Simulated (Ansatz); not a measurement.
**MgAl$_{2}$C$_{2}$ under pressure**

All numbers below come from DFT LDA, scalar-relativistic, plane waves, PAW (Ansatz). Settings: 420 eV plane-wave cutoff, Γ-centred 12×12×6 mesh, fixed occupations. No spin polarisation. Phonons by linear response, acoustic sum rule imposed.

Equilibrium structure at this level:
```
Mg Al C
1.0
     3.34703    0.00000    0.00000
    -1.67351    2.89861    0.00000
     0.00000    0.00000    5.70512
Mg Al C
1 2 2
Direct
  0.00000 0.00000 0.00000
  0.33333 0.66667 0.34950
  0.66667 0.33333 0.65050
  0.33333 0.66667 0.73108
  0.66667 0.33333 0.26892
```

Task: The cell is relaxed again at 8 and 25 GPa. How do volume, gap and optical modes at Γ (cm⁻¹, counted from the lowest optical one; a degenerate one stands once) change?

Result:
```tsv
	0 GPa	8 GPa	25 GPa
V/V0	1.000	0.950	0.874
gap (eV)	1.78	1.81	1.78
ε∞, mean	7.86	7.65	7.39
mode 1	225	259	317
mode 3	295	326	355
mode 4	309	326	355
mode 5	309	341	416
mode 6	390	419	468
mode 7	490	508	538
mode 8	583	612	663
mode 9	659	699	767
mode 11	663	701	769
```

Cost: 3 runs of about 12 core-minutes in all, on Arm Neoverse V2 (shared hosts).